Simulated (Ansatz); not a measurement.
Phonons of MgS (rock salt) at Γ, L = (0.5, 0.0, 0.0), X = (0.5, 0.5, 0.0).

MgS (rock salt)

```
CELL_PARAMETERS angstrom
      0.00000     2.61485     2.61485
      2.61485     0.00000     2.61485
      2.61485     2.61485     0.00000
ATOMIC_POSITIONS crystal
  S  0.00000 0.00000 0.00000
  Mg 0.50000 0.50000 0.50000
```

Method: PBE (plane waves to 420 eV, PAW, scalar-relativistic; Ansatz, a program for electronic structure). DFPT wavenumbers on a 8×8×8 k mesh, in cm⁻¹; i marks imaginary ones, q is in fractions of the reciprocal vectors of the cell shown, and the three acoustic modes at Γ are left out. The non-analytic (LO-TO) term is not included, so polar modes at Γ have their transverse values. MgS was relaxed with its symmetry unable to fall.

| q | wavenumbers (cm⁻¹) |
|---|---|
| Γ | 224 (×3) |
| L = (0.5, 0.0, 0.0) | 169 (×2), 193 (×2), 291, 355 |
| X = (0.5, 0.5, 0.0) | 126 (×2), 182, 252 (×2), 292 |

The structure shows no imaginary mode at these points (lowest 126 cm⁻¹ at X = (0.5, 0.5, 0.0)); other wave vectors were not tested.

Highest mode: 355 cm⁻¹ at L = (0.5, 0.0, 0.0).
